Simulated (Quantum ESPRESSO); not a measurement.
# Zr2WO6F2: one run as intended and one with a planted mistake

Simulated, not a measurement. The program is pw.x of Quantum ESPRESSO 7.5 (plane-wave density functional theory). The cell is made up: 11 atoms on a rutile lattice with one site empty, with randomly drawn elements, strain and displacements, not relaxed. PseudoDojo standard norm-conserving files (v0.5 for PBE, v0.4.1 for LDA and PBEsol) set the functional; there is no spin polarisation, spin-orbit coupling or dispersion term, and the masses in the input are unused placeholders.

Intended input:

```
&control calculation='scf', pseudo_dir='./dojo.nc.sr.pbe.v0_5.standard.upf', outdir='./o', disk_io='low', tprnfor=.true., tstress=.true. /
&system ibrav=0, nat=11, ntyp=4, nbnd=50, ecutwfc=84.00895049, nosym=.true., tot_charge=0,
 occupations='smearing', smearing='fd', degauss=0.0018374661
/
&electrons conv_thr=7.350e-09, electron_maxstep=60, /
ATOMIC_SPECIES
F 1.0 F.upf
O 1.0 O.upf
W 1.0 W.upf
Zr 1.0 Zr.upf
CELL_PARAMETERS angstrom
4.8152 -0.0503 -0.0386
-0.0503 4.767 0.0159
-0.0507 0.0209 6.2122
ATOMIC_POSITIONS angstrom
Zr 2.3724 2.4216 1.6344
W -0.0275 0.0329 3.1002
Zr 2.3777 2.3759 4.6526
O 1.4647 1.4397 -0.0577
O 3.2878 3.2654 -0.1042
O 3.8357 0.9091 1.5198
O 0.8825 3.7828 1.5401
F 1.3969 1.4603 3.152
O 3.2688 3.3116 3.1121
O 3.898 0.9592 4.7027
F 0.7643 3.9227 4.6242
K_POINTS automatic
5 5 4 1 1 1
```

The log is shortened where brackets say so; the opening notice, blank lines, dates and the lines on written files are dropped, and the path of the files is cut. It prints rydbergs, bohrs and kilobars, and counts compression as positive stress. Where no state is partly filled, the Fermi energy that it prints is only some level between the filled and the empty states on the mesh, and need not lie in the true gap.

Log of the intended run:

```
     Program PWSCF v.7.5
     Parallel version (MPI & OpenMP), running on       4 processor cores
     Number of MPI processes:                 4
     Threads/MPI process:                     1
     [start-up lines left out]
     bravais-lattice index     =            0
     lattice parameter (alat)  =       9.1002  a.u.
     unit-cell volume          =     962.1008 (a.u.)^3
     number of atoms/cell      =           11
     number of atomic types    =            4
     number of electrons       =        88.00
     number of Kohn-Sham states=           50
     kinetic-energy cutoff     =      84.0090  Ry
     charge density cutoff     =     336.0358  Ry
     scf convergence threshold =      7.3E-09
     mixing beta               =       0.7000
     number of iterations used =            8  plain     mixing
     Exchange-correlation= PBE
                           (   1   4   3   4   0   0   0)
     [axes and pseudopotential details left out]
   Cartesian axes
     site n.     atom                  positions (alat units)
         1        Zr     tau(   1) = (   0.4926471   0.5028639   0.3393957  )
         2        W      tau(   2) = (  -0.0057106   0.0068319   0.6437804  )
         3        Zr     tau(   3) = (   0.4937477   0.4933739   0.9661482  )
         4        O      tau(   4) = (   0.3041562   0.2989648  -0.0119818  )
         5        O      tau(   5) = (   0.6827370   0.6780854  -0.0216379  )
         6        O      tau(   6) = (   0.7965126   0.1887816   0.3155982  )
         7        O      tau(   7) = (   0.1832579   0.7855275   0.3198136  )
         8        F      tau(   8) = (   0.2900770   0.3032425   0.6545370  )
         9        O      tau(   9) = (   0.6787915   0.6876792   0.6462515  )
        10        O      tau(  10) = (   0.8094497   0.1991853   0.9765518  )
        11        F      tau(  11) = (   0.1587128   0.8145788   0.9602507  )
     number of k points=    50  Fermi-Dirac smearing, width (Ry)=  0.0018
                       cart. coord. in units 2pi/alat
        k(    1) = (   0.1018524   0.1017698   0.0973873), wk =   0.0400000
        k(    2) = (   0.1033995   0.1011396   0.2911988), wk =   0.0400000
     [further k points left out]
     Dense  grid:   100115 G-vectors     FFT dimensions: (  54,  54,  72)
     Estimated max dynamical RAM per process >     284.56 MB
     Estimated total dynamical RAM >       1.04 GB
     Initial potential from superposition of free atoms
     starting charge      87.9947, renormalised to      88.0000
     Starting wfcs are   62 randomized atomic wfcs
     total cpu time spent up to now is        3.7 secs
     per-process dynamical memory:   221.5 Mb
     Self-consistent Calculation
     iteration #  1     ecut=    84.01 Ry     beta= 0.70
     Davidson diagonalization with overlap
     ethr =  1.00E-02,  avg # of iterations =  2.0
     total cpu time spent up to now is        9.8 secs
     total energy              =    -648.06576839 Ry
     estimated scf accuracy    <       6.29440112 Ry
     iteration #  2     ecut=    84.01 Ry     beta= 0.70
     Davidson diagonalization with overlap
     ethr =  7.15E-03,  avg # of iterations =  5.9
     total cpu time spent up to now is       19.2 secs
     total energy              =    -643.56540203 Ry
     estimated scf accuracy    <      72.69202610 Ry
     [iterations 3 to 16 left out]
     iteration # 17     ecut=    84.01 Ry     beta= 0.70
     Davidson diagonalization with overlap
     ethr =  1.17E-10,  avg # of iterations =  3.0
     total cpu time spent up to now is      118.6 secs
     total energy              =    -651.77030946 Ry
     estimated scf accuracy    <       0.00000004 Ry
     iteration # 18     ecut=    84.01 Ry     beta= 0.70
     Davidson diagonalization with overlap
     ethr =  4.16E-11,  avg # of iterations =  2.3
     total cpu time spent up to now is      123.7 secs
     End of self-consistent calculation
     [lines on levels left out]
     the Fermi energy is     8.3640 ev
!    total energy              =    -651.77030946 Ry
     estimated scf accuracy    <          2.4E-09 Ry
     smearing contrib. (-TS)   =      -0.00000044 Ry
     internal energy E=F+TS    =    -651.77030902 Ry
     The total energy is F=E-TS. E is the sum of the following terms:
     one-electron contribution =    -232.13612947 Ry
     hartree contribution      =     159.09582703 Ry
     xc contribution           =    -145.10792704 Ry
     ewald contribution        =    -433.62207954 Ry
     convergence has been achieved in  18 iterations
     Forces acting on atoms (cartesian axes, Ry/au):
     atom    1 type  4   force =     0.02073369    0.00716692   -0.42615552
     atom    2 type  3   force =    -0.25435466   -0.00106152   -0.15573701
     atom    3 type  4   force =     0.06515281   -0.00623137    0.37769526
     atom    4 type  2   force =     0.02055873    0.02297154    0.01742199
     atom    5 type  2   force =    -0.02097614   -0.00299010    0.04944501
     atom    6 type  2   force =     0.08767115   -0.07211656    0.19277105
     atom    7 type  2   force =    -0.06178102    0.07821614    0.17916415
     atom    8 type  1   force =    -0.08037478   -0.08798711   -0.03219599
     atom    9 type  2   force =     0.14256619    0.14181173    0.01246248
     atom   10 type  2   force =     0.05599583   -0.06607612   -0.18920505
     atom   11 type  1   force =     0.02480821   -0.01370356   -0.02566637
     Total force =     0.784092     Total SCF correction =     0.000133
     Computing stress (Cartesian axis) and pressure
          total   stress  (Ry/bohr**3)                   (kbar)     P=       27.30
   0.00041602   0.00058636   0.00037599           61.20       86.26       55.31
   0.00058636   0.00047663  -0.00018906           86.26       70.12      -27.81
   0.00037599  -0.00018906  -0.00033582           55.31      -27.81      -49.40
     init_run     :      3.50s CPU      3.63s WALL (       1 calls)
     electrons    :    119.74s CPU    120.06s WALL (       1 calls)
     forces       :      1.22s CPU      1.24s WALL (       1 calls)
     stress       :      4.27s CPU      4.38s WALL (       1 calls)
     [timing details left out]
     PWSCF        :   2m 8.81s CPU   2m 9.43s WALL
     JOB DONE.
```

A second run has one planted mistake: the cell and the positions are scaled by a wrong factor. The input lines that differ, file-writing options aside:

```
- 4.8152 -0.0503 -0.0386
+ 4.8749 -0.0509 -0.0391
- -0.0503 4.767 0.0159
+ -0.0509 4.8261 0.0161
- -0.0507 0.0209 6.2122
+ -0.0513 0.0212 6.2892
- Zr 2.3724 2.4216 1.6344
+ Zr 2.4018 2.4516 1.6547
- W -0.0275 0.0329 3.1002
+ W -0.0278 0.0333 3.1386
- Zr 2.3777 2.3759 4.6526
+ Zr 2.4072 2.4054 4.7103
- O 1.4647 1.4397 -0.0577
+ O 1.4829 1.4576 -0.0584
- O 3.2878 3.2654 -0.1042
+ O 3.3286 3.3059 -0.1055
- O 3.8357 0.9091 1.5198
+ O 3.8833 0.9204 1.5386
- O 0.8825 3.7828 1.5401
+ O 0.8934 3.8297 1.5592
- F 1.3969 1.4603 3.152
+ F 1.4142 1.4784 3.1911
- O 3.2688 3.3116 3.1121
+ O 3.3093 3.3527 3.1507
- O 3.898 0.9592 4.7027
+ O 3.9463 0.9711 4.761
- F 0.7643 3.9227 4.6242
+ F 0.7738 3.9713 4.6815
```

Its log:

```
     Program PWSCF v.7.5
     Parallel version (MPI & OpenMP), running on       4 processor cores
     Number of MPI processes:                 4
     Threads/MPI process:                     1
     [start-up lines left out]
     bravais-lattice index     =            0
     lattice parameter (alat)  =       9.2130  a.u.
     unit-cell volume          =     998.3278 (a.u.)^3
     number of atoms/cell      =           11
     number of atomic types    =            4
     number of electrons       =        88.00
     number of Kohn-Sham states=           50
     kinetic-energy cutoff     =      84.0090  Ry
     charge density cutoff     =     336.0358  Ry
     scf convergence threshold =      7.3E-09
     mixing beta               =       0.7000
     number of iterations used =            8  plain     mixing
     Exchange-correlation= PBE
                           (   1   4   3   4   0   0   0)
     [axes and pseudopotential details left out]
   Cartesian axes
     site n.     atom                  positions (alat units)
         1        Zr     tau(   1) = (   0.4926443   0.5028590   0.3394032  )
         2        W      tau(   2) = (  -0.0057022   0.0068303   0.6437728  )
         3        Zr     tau(   3) = (   0.4937520   0.4933827   0.9661515  )
         4        O      tau(   4) = (   0.3041645   0.2989751  -0.0119787  )
         5        O      tau(   5) = (   0.6827446   0.6780885  -0.0216396  )
         6        O      tau(   6) = (   0.7965217   0.1887875   0.3155894  )
         7        O      tau(   7) = (   0.1832494   0.7855275   0.3198147  )
         8        F      tau(   8) = (   0.2900731   0.3032415   0.6545413  )
         9        O      tau(   9) = (   0.6787859   0.6876878   0.6462547  )
        10        O      tau(  10) = (   0.8094439   0.1991868   0.9765508  )
        11        F      tau(  11) = (   0.1587177   0.8145718   0.9602442  )
     number of k points=    50  Fermi-Dirac smearing, width (Ry)=  0.0018
                       cart. coord. in units 2pi/alat
        k(    1) = (   0.1018524   0.1017693   0.0973864), wk =   0.0400000
        k(    2) = (   0.1034003   0.1011390   0.2911986), wk =   0.0400000
     [further k points left out]
     Dense  grid:   103901 G-vectors     FFT dimensions: (  54,  54,  72)
     Estimated max dynamical RAM per process >     294.18 MB
     Estimated total dynamical RAM >       1.07 GB
     Initial potential from superposition of free atoms
     starting charge      87.9947, renormalised to      88.0000
     Starting wfcs are   62 randomized atomic wfcs
     total cpu time spent up to now is        4.3 secs
     per-process dynamical memory:   221.6 Mb
     Self-consistent Calculation
     iteration #  1     ecut=    84.01 Ry     beta= 0.70
     Davidson diagonalization with overlap
     ethr =  1.00E-02,  avg # of iterations =  2.0
     total cpu time spent up to now is       11.2 secs
     total energy              =    -647.91890337 Ry
     estimated scf accuracy    <       6.47720339 Ry
     iteration #  2     ecut=    84.01 Ry     beta= 0.70
     Davidson diagonalization with overlap
     ethr =  7.36E-03,  avg # of iterations =  5.9
     total cpu time spent up to now is       21.9 secs
     total energy              =    -643.42303380 Ry
     estimated scf accuracy    <      76.14038641 Ry
     [iterations 3 to 18 left out]
     iteration # 19     ecut=    84.01 Ry     beta= 0.70
     Davidson diagonalization with overlap
     ethr =  1.82E-11,  avg # of iterations =  4.5
     total cpu time spent up to now is      151.5 secs
     total energy              =    -651.76894062 Ry
     estimated scf accuracy    <       0.00000001 Ry
     iteration # 20     ecut=    84.01 Ry     beta= 0.70
     Davidson diagonalization with overlap
     ethr =  1.38E-11,  avg # of iterations =  2.9
     total cpu time spent up to now is      157.1 secs
     End of self-consistent calculation
     [lines on levels left out]
     the Fermi energy is     7.8291 ev
!    total energy              =    -651.76894062 Ry
     estimated scf accuracy    <          2.0E-09 Ry
     smearing contrib. (-TS)   =      -0.00000106 Ry
     internal energy E=F+TS    =    -651.76893956 Ry
     The total energy is F=E-TS. E is the sum of the following terms:
     one-electron contribution =    -240.00517232 Ry
     hartree contribution      =     161.38550002 Ry
     xc contribution           =    -144.83723930 Ry
     ewald contribution        =    -428.31202796 Ry
     convergence has been achieved in  20 iterations
     Forces acting on atoms (cartesian axes, Ry/au):
     atom    1 type  4   force =     0.02000268    0.01275923   -0.40142737
     atom    2 type  3   force =    -0.24382255   -0.00302792   -0.14604176
     atom    3 type  4   force =     0.06941016   -0.00597976    0.36623411
     atom    4 type  2   force =     0.03346008    0.03567706    0.01260725
     atom    5 type  2   force =    -0.03560028   -0.01887856    0.04008413
     atom    6 type  2   force =     0.08308725   -0.06774864    0.19796335
     atom    7 type  2   force =    -0.05244983    0.06962855    0.18202715
     atom    8 type  1   force =    -0.07154694   -0.07929134   -0.02953730
     atom    9 type  2   force =     0.12747749    0.12634817    0.00887957
     atom   10 type  2   force =     0.04962805   -0.06042503   -0.19112294
     atom   11 type  1   force =     0.02035389   -0.00906177   -0.03966620
     Total force =     0.753629     Total SCF correction =     0.000107
     Computing stress (Cartesian axis) and pressure
          total   stress  (Ry/bohr**3)                   (kbar)     P=      -36.98
   0.00000186   0.00054837   0.00032710            0.27       80.67       48.12
   0.00054837   0.00006712  -0.00018026           80.67        9.87      -26.52
   0.00032710  -0.00018026  -0.00082321           48.12      -26.52     -121.10
     init_run     :      4.09s CPU      4.25s WALL (       1 calls)
     electrons    :    152.46s CPU    152.82s WALL (       1 calls)
     forces       :      1.27s CPU      1.28s WALL (       1 calls)
     stress       :      4.88s CPU      4.99s WALL (       1 calls)
     [timing details left out]
     PWSCF        :   2m42.81s CPU   2m43.48s WALL
     JOB DONE.
```

|  | intended run | run with the mistake |
| --- | --- | --- |
| free energy (eV) | -8867.787 | -8867.768 |
| smearing term -TS (eV) | 0.0000 | 0.0000 |
| pressure (GPa) | 2.73 | -3.70 |
| largest force component (eV/Å) | 10.957 | 10.321 |
| largest change of a force component (eV/Å) |  | 0.636 |
| iterations | 18 | 20 |

For scale, a rerun of the intended cell at a cutoff of 1467 eV and k mesh 7 x 7 x 6 moved values by no more than 0.005 eV in energy, 0.02 GPa in stress and 0.003 eV/Å in force.